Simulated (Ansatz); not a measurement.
Input, command and steps of an Ansatz relaxation.

```yaml
crystal:
  lattice:
    - [7.6893293717, 0.0, 0.0]
    - [-3.8446646858, 6.6591545739, 0.0]
    - [0.0, 0.0, 5.3064357315]
  atoms:
    - { symbol: Ti, position: [0.3333333333, 0.6666666667, 0.0] }
    - { symbol: Ti, position: [0.6666666667, 0.3333333333, 0.5] }
    - { symbol: Ti, position: [0.6666666667, 0.3333333333, 0.0] }
    - { symbol: Ti, position: [0.3333333333, 0.6666666667, 0.5] }
    - { symbol: Ti, position: [0.2531732872, 0.0, 0.25] }
    - { symbol: Ti, position: [0.2531732872, 0.2531732872, 0.75] }
    - { symbol: Ti, position: [0.0, 0.2531732872, 0.25] }
    - { symbol: Ti, position: [0.7468267128, 0.0, 0.75] }
    - { symbol: Ti, position: [0.7468267128, 0.7468267128, 0.25] }
    - { symbol: Ti, position: [0.0, 0.7468267128, 0.75] }
    - { symbol: Ge, position: [0.6117813465, 0.0, 0.25] }
    - { symbol: Ge, position: [0.6117813465, 0.6117813465, 0.75] }
    - { symbol: Ge, position: [0.0, 0.6117813465, 0.25] }
    - { symbol: Ge, position: [0.3882186535, 0.0, 0.75] }
    - { symbol: Ge, position: [0.3882186535, 0.3882186535, 0.25] }
    - { symbol: Ge, position: [0.0, 0.3882186535, 0.75] }
basis:
  ecutwfc: 500
kpoints:
  mp_grid: { grid: [6, 6, 8] }
hamiltonian:
  xc: r2scan
scf:
  occupations: { method: gaussian, width: 0.1 }
output:
  forces: true
  stress: true
  eigenvalues: true
relax:
  adjacent_minimum: "off"
  f_tol: 0.01
  max_steps: 30
  cell: { stress_tol: 0.1, fix: [volume] }
```

```bash
ansatz run input.yaml --threads 4 --pin off --max-ram 10240MiB --backend cpu --events-out ev --progress --plain --runs-dir out
```

Theory: DFT r2SCAN, scalar-relativistic, plane waves, PAW in Ansatz 0.2.0.

The volume is held at 1.06 times that of the relaxed cell.

Of 4 frames 3 are shown, positions in Å and forces in eV/Å; the SCF threshold varies from step to step. Steps run on the plane waves of an earlier cell, with a Pulay correction in the pressure. The basis is chosen afresh for the last frame, the zero of the energies, and at times for earlier ones too; energy and pressure can step there, also at an unchanged geometry. Where two frames share a geometry here, they differ by under 2 meV/atom and 0.3 GPa.

```xyz
16
Lattice="7.6893 0.0000 0.0000 -3.8447 6.6592 0.0000 0.0000 0.0000 5.3064" Properties=species:S:1:pos:R:3:forces:R:3 pbc="T T T" step=1 free_energy_over_end_meV_per_atom=0.29 pressure_GPa=-7.30
Ti    0.0000    4.4394    0.0000    0.0000    0.0000    0.0000
Ti    3.8447    2.2197    2.6532    0.0000    0.0000    0.0000
Ti    3.8447    2.2197    0.0000    0.0000    0.0000    0.0000
Ti    0.0000    4.4394    2.6532    0.0000    0.0000    0.0000
Ti    1.9467    0.0000    1.3266    0.0732    0.0000    0.0000
Ti    0.9734    1.6859    3.9798    0.0366    0.0634    0.0000
Ti   -0.9734    1.6859    1.3266   -0.0366    0.0634    0.0000
Ti    5.7426    0.0000    3.9798   -0.0732    0.0000    0.0000
Ti    2.8713    4.9732    1.3266   -0.0366   -0.0634    0.0000
Ti   -2.8713    4.9732    3.9798    0.0366   -0.0634    0.0000
Ge    4.7042    0.0000    1.3266    0.0181    0.0000    0.0000
Ge    2.3521    4.0739    3.9798    0.0090    0.0156    0.0000
Ge   -2.3521    4.0739    1.3266   -0.0090    0.0156    0.0000
Ge    2.9851    0.0000    3.9798   -0.0181    0.0000    0.0000
Ge    1.4926    2.5852    1.3266   -0.0090   -0.0156    0.0000
Ge   -1.4926    2.5852    3.9798    0.0090   -0.0156    0.0000
16
Lattice="7.6782 0.0000 0.0000 -3.8391 6.6495 0.0000 0.0000 0.0000 5.3219" Properties=species:S:1:pos:R:3:forces:R:3 pbc="T T T" step=2 free_energy_over_end_meV_per_atom=0.18 pressure_GPa=-6.97
Ti    0.0000    4.4330    0.0000    0.0000    0.0000    0.0000
Ti    3.8391    2.2165    2.6609    0.0000    0.0000    0.0000
Ti    3.8391    2.2165    0.0000    0.0000    0.0000    0.0000
Ti    0.0000    4.4330    2.6609    0.0000    0.0000    0.0000
Ti    1.9713    0.0000    1.3305   -0.0747    0.0000    0.0000
Ti    0.9857    1.7072    3.9914   -0.0373   -0.0647    0.0000
Ti   -0.9857    1.7072    1.3305    0.0373   -0.0647    0.0000
Ti    5.7068    0.0000    3.9914    0.0747    0.0000    0.0000
Ti    2.8534    4.9423    1.3305    0.0373    0.0647    0.0000
Ti   -2.8534    4.9423    3.9914   -0.0373    0.0647    0.0000
Ge    4.7047    0.0000    1.3305    0.0338    0.0000    0.0000
Ge    2.3524    4.0744    3.9914    0.0169    0.0293    0.0000
Ge   -2.3524    4.0744    1.3305   -0.0169    0.0293    0.0000
Ge    2.9735    0.0000    3.9914   -0.0338    0.0000    0.0000
Ge    1.4867    2.5751    1.3305   -0.0169   -0.0293    0.0000
Ge   -1.4867    2.5751    3.9914    0.0169   -0.0293    0.0000
16
Lattice="7.6821 0.0000 0.0000 -3.8410 6.6529 0.0000 0.0000 0.0000 5.3165" Properties=species:S:1:pos:R:3:forces:R:3 pbc="T T T" step=4 free_energy_over_end_meV_per_atom=0.00 pressure_GPa=-7.12
Ti    0.0000    4.4352    0.0000    0.0000    0.0000    0.0000
Ti    3.8410    2.2176    2.6582    0.0000    0.0000    0.0000
Ti    3.8410    2.2176    0.0000    0.0000    0.0000    0.0000
Ti    0.0000    4.4352    2.6582    0.0000    0.0000    0.0000
Ti    1.9601    0.0000    1.3291   -0.0023    0.0000    0.0000
Ti    0.9801    1.6975    3.9874   -0.0012   -0.0020    0.0000
Ti   -0.9801    1.6975    1.3291    0.0012   -0.0020    0.0000
Ti    5.7220    0.0000    3.9874    0.0023    0.0000    0.0000
Ti    2.8610    4.9554    1.3291    0.0012    0.0020    0.0000
Ti   -2.8610    4.9554    3.9874   -0.0012    0.0020    0.0000
Ge    4.7054    0.0000    1.3291    0.0097    0.0000    0.0000
Ge    2.3527    4.0750    3.9874    0.0048    0.0084    0.0000
Ge   -2.3527    4.0750    1.3291   -0.0048    0.0084    0.0000
Ge    2.9767    0.0000    3.9874   -0.0097    0.0000    0.0000
Ge    1.4883    2.5779    1.3291   -0.0048   -0.0084    0.0000
Ge   -1.4883    2.5779    3.9874    0.0048   -0.0084    0.0000
```

It took 2.4 min on 4 threads of Oxide Virtual Turin-like Processor (Zen 5), on a shared host, peak memory 2.5 GiB.